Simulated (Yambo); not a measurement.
G0W0@PBEsol for RuP₂ (space group Pnnm, No. 58) in Yambo. Reference settings: 2×2×4 Γ-centred k mesh, bands 9 to 171 and a 8 Ry block in the screening, 171 bands in G with the Bruneval-Gonze terminator, plasmon pole fitted at 27.2 eV. The PBEsol gap (0, -0.5, -0.5) → (0, 0, 0.25) on this mesh is 0.48 eV; G0W0 gaps are taken between the same points.

With and without the terminator, as bands are cut:

```tsv
bands in G (in W)	gap, terminator (eV)	gap, none (eV)	valence shift, terminator (eV)	valence shift, none (eV)
69 (171)	1.207	1.324	-0.237	0.279
113 (171)	1.222	1.317	-0.309	-0.077
171 (171)	1.223	1.279	-0.328	-0.224
```

Over this range the gap spans 0.016 eV with the terminator and 0.045 eV without, the valence shift 0.091 eV and 0.503 eV. Neither column has reached its limit for certain. In the run with 171 bands and a 8 Ry block, which covers more k points, the smallest G0W0 gap is 0.86 eV, Γ → (0, 0, 0.25).

Spin-orbit coupling is not included.

Geometry of the Materials Project entry, not relaxed at this level; primitive cell a = 5.110 Å, b = 5.900 Å, c = 2.898 Å, α = β = γ = 90.00°.

A shift is the quasiparticle energy of the state minus its PBEsol energy.
